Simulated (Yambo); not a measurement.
A G0W0@PBE run in Yambo for TlCl (CsCl type, space group Pm-3m, No. 221) (4×4×4 Γ-centred k mesh, bands 5 to 247 and a 15 Ry block in the screening, 247 bands in G with the Bruneval-Gonze terminator, plasmon pole fitted at 27.2 eV) gives these matrix elements, in eV, at the band edges (X → X):

| state | E0 | <Vxc> | <Σx> | <Σc(E0)> | Z |
|---|---|---|---|---|---|
| valence edge | 0.000 | -14.847 | -17.405 | 1.116 | 0.801 |
| conduction edge | 1.948 | -9.525 | -6.092 | -3.284 | 0.834 |

### Question
Solve the linearised quasiparticle equation for both states, give the gap, and say how exchange and correlation each act on it.

### Answer
E = E0 + Z(Σx + Σc − Vxc). Valence: 0.000 + 0.801 × (-17.405 + (1.116) − (-14.847)) = -1.15 eV. Conduction: 1.948 + 0.834 × (-6.092 + (-3.284) − (-9.525)) = 2.07 eV. The gap is 3.23 eV, against 1.95 eV in PBE. Replacing Vxc by bare exchange alone would open it by 5.99 eV; correlation takes back 4.40 eV of that, and Z scales what is left. Nearest settings tried, and what they do to the gap: 129 bands in G: +2 meV; 129 bands in W, 129 bands in G: -43 meV; 9 Ry block (179 vectors against 389): -92 meV. Not varied: mesh. So the settings aren't converged at that level. Spin-orbit coupling is left out; with 6p states at a band edge it can lower the gap by many tenths of an eV, most of a small gap.

Geometry relaxed with PBEsol; primitive cell a = b = c = 3.7686 Å, α = β = γ = 90.00°.

The potentials are those of PseudoDojo's stringent table.
